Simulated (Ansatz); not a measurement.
SiO$_{2}$:
```xyz
12
Lattice="4.9826 0.0000 0.0000 0.0000 4.9826 0.0000 0.0000 0.0000 6.9210" Properties=species:S:1:pos:R:3 pbc="T T T"
Si     3.4772     3.4772     3.4605
Si     3.9966     0.9859     5.1908
Si     1.5054     1.5054     0.0000
Si     0.9859     3.9966     1.7303
O      4.4414     3.7953     2.2069
O      3.6786     1.9501     3.9372
O      0.5412     1.1873     5.6674
O      1.3040     3.0325     0.4767
O      1.9501     3.6786     2.9839
O      1.1873     0.5412     1.2536
O      3.0325     1.3040     6.4444
O      3.7953     4.4414     4.7141
```

Relaxed with r²SCAN.

**Question.** Decompose the optical modes at the zone centre into irreducible representations, and say which are infrared and Raman allowed.

**Answer.** Point group 422: Γ_opt = 4A1 + 4A2 + 5B1 + 4B2 + 8E. Infrared: A2, E. Raman: A1, B1, B2, E.

**Question.** Assign frequencies (DFPT, DFT-r²SCAN in the program Ansatz with PAW potentials; without the LO–TO term).

**Answer.** B1 49, B1 120, E 152, A1 229, E 272, B2 283, A2 293, A1 366, B1 378, E 382, A1 420, B2 444, E 470, A2 495, E 617, B1 783, B2 787, A2 787, E 794, A1 1081, E 1084, B1 1084, A2 1088, B2 1135, E 1199 cm⁻¹.

Subscripts of B labels follow the axes of the standard setting.

Space group P4_12_12. The cell was relaxed with r²SCAN under the symmetry of its start; phonons on a q-mesh show no instability.

Potentials: the earlier of the program's two PAW sets.
